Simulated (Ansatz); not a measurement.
Below is a relaxed structure of Ga2As. The cell was found from a structure generator's guess, not taken from experiment.

These are results of DFT PBE, scalar-relativistic, plane waves, PAW (Ansatz), not measurements. Cutoff 420 eV, Γ-centred mesh, Gaussian smearing, no spin polarisation.

```
CELL_PARAMETERS angstrom
7.60042 0.00000 0.00000
0.00000 2.61184 3.04807
0.00000 -2.61184 3.04807
ATOMIC_POSITIONS crystal
Ga 0.55259 0.83496 0.33496
Ga 0.16138 0.62374 0.12374
Ga 0.44741 0.33496 0.83496
Ga 0.83862 0.12374 0.62374
As 0.17492 0.03916 0.53916
As 0.82508 0.53916 0.03916
```

Energies over the elements count from the elements' standard structures at the same level, with no fitted energy shifts.

Question: What space group does it have?

Answer: Aem2 (No. 39). Conventional cell: a = 7.600 Å, b = 5.224 Å, c = 6.096 Å. Around Ga on its first site lie 3 Ga at 2.73–2.80 Å, 1 As at 2.75 Å and 1 As at 3.13 Å; Ga on its second site is surrounded by 4 As at 2.53–2.66 Å and 1 Ga at 2.80 Å; As is surrounded by 5 Ga at 2.53–2.75 Å and 1 Ga at 3.13 Å.

Question: How far does it lie from the elements in energy?

Answer: −0.02 eV/atom. The formation energy is too near zero to say whether this cell lies below the elements.

Question: Is it a metal?

Answer: Yes, bands cross the Fermi level on the 6×10×10 mesh.

The last run used a 6×10×10 mesh (in the run's order of axes) for its 6-atom cell and Gaussian smearing of 0.10 eV. For metals, differences of a few meV/atom aren't resolved. The reference form of As is held partly by dispersion forces, which this level lacks. This cell was reached by moving the atoms of another relaxed cell at random and relaxing again, last within the group found; it had no such test of its own.
